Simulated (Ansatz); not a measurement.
NbP (CsCl type, space group No. 221) under volume change, r²SCAN (plane waves, PAW; program Ansatz), scaled uniformly.

| V (Å³/atom) | E − E(relaxed) (meV/atom) | P (GPa) |
|---|---|---|
| 13.653 | 86.9 | 22.38 |
| 14.103 | 36.5 | 13.72 |
| 14.553 | 8.6 | 6.32 |
| 15.003 | 0.0 | 0.00 |
| 15.453 | 7.8 | -5.42 |
| 15.903 | 29.7 | -10.07 |
| 16.353 | 63.8 | -14.05 |

Question: What does a third-order Birch–Murnaghan fit give for V₀, B₀ and B′?

Answer: V₀ = 15.00 Å³/atom, B₀ = 195 GPa, B′ = 4.2.

Space group Pm-3m (CsCl type). A made-up cell: these elements were put on the sites of a structure type; neither database checked (COD, Materials Project) lists it. COD files the formula under space group No. 141, so this cell is another polymorph or a model. Whether it is the stable phase at ambient conditions was not checked. The r²SCAN relaxation kept the symmetry of its start; of distortions, only those at the zone centre were tested. The run is not spin-polarised.

Potentials: the later of the program's two PAW sets.
